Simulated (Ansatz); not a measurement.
# Cs₃Tl₂Cl₉ — electrostatic potentials at the Cl nuclei

Cell: a COD entry, its atoms then relaxed with PBE in this cell.

Space group R-3c:H (No. 167); a = 12.7957, c = 18.2975 Å, γ = 120.00°.

```csv
site,Wyckoff,site symmetry,x,y,z
Cs,18e,.2,0.9958,0.6667,0.4167
Tl,12c,3.,0.0000,0.0000,0.8525
Cl11,18e,.2,0.1580,0.0000,0.7500
Cl17,36f,1,0.5078,0.8465,0.5797
```

One atom of each set is listed; the run and its k-mesh use a cell of 28 atoms with edges of 9.58, 9.58, 9.58 Å.

The numbers come from a DFT calculation in Ansatz (PBE, plane waves and PAW, scalar-relativistic, 420 eV cutoff, Γ-centred 3×3×3 k-points, Fermi–Dirac smearing 0.02 eV).

The potential at a nucleus is that of all electrons and the other nuclei. A higher potential binds the core electrons more strongly, so differences between sites of one element are the initial-state part of core-level shifts.

(1) Rank the Cl sites by the potential at the nucleus, lowest first, and give each against the lowest.
A. Cl17: 1 Tl at 2.52 Å
B. Cl11: 2 Tl at 2.76 Å, angle 86°

Answers

(1) A (0.00 V), B (0.20 V).
